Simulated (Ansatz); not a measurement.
CoSi₂ (fluorite type, space group Fm-3m)

```yaml
crystal:
  lattice:
    - [0.00000, 2.65634, 2.65634]
    - [2.65634, 0.00000, 2.65634]
    - [2.65634, 2.65634, 0.00000]
  atoms:
    - { symbol: Co, position: [0.00000, 0.00000, 0.00000] }
    - { symbol: Si, position: [0.25000, 0.25000, 0.25000] }
    - { symbol: Si, position: [0.75000, 0.75000, 0.75000] }
```

This relaxed cell (volume V₀) is scaled evenly in all directions, its shape held. Symmetry pins the atoms to their sites.

These are PBEsol (plane waves to 420 eV, PAW, scalar-relativistic; Ansatz, a program for electronic structure) values and carry that method's errors. k mesh 15×15×15 (Γ-centred), Fermi-Dirac smearing 0.05 eV. E stands for the smeared free energy. Stress and pressure are positive under compression. CoSi2 is run without spin polarisation. CoSi2 was relaxed with its symmetry unable to fall. The PAW data are Ansatz's earlier set. The zero of ΔE is the relaxed starting cell. The last digit holds for this mesh only.

| V (Å³/atom) | ΔE (meV/atom) |
|---|---|
| 10.496 | 265.8 |
| 10.830 | 174.7 |
| 11.163 | 105.9 |
| 11.496 | 56.5 |
| 11.829 | 23.9 |
| 12.162 | 5.7 |
| 12.496 | 0.0 |
| 12.829 | 5.1 |
| 13.162 | 19.6 |
| 13.495 | 42.1 |
| 13.829 | 71.5 |
| 14.162 | withheld |
| 14.495 | 146.6 |

Problem. Fit a third-order Birch-Murnaghan form (E₀, V₀, B₀, B₀′ free) to the given rows and predict ΔE at V = 14.162.

Solution. Least squares on the 12 given rows: ΔE = E₀ + (9V₀B₀/16)·y²·[2 + (B₀′ − 4)y], y = (V₀/V)^(2/3) − 1, with V₀ = 12.497 Å³/atom, B₀ = 193.1 GPa (160.2 GPa = 1 eV/Å³; the term in eV is multiplied by 1000), B₀′ = 4.50, E₀ = 0.17 meV/atom; root-mean-square residual 0.19 meV/atom. At 14.162 the fit gives 106.4 meV/atom; the calculation gives 106.7 meV/atom, so the interpolation is off by -0.3 (-0.3 %). For the pressure the fit gives -18.2 GPa against the computed -18.1 GPa.

(Under strain, the slope of the energy per volume gives the stress and its curvature an elastic modulus.)
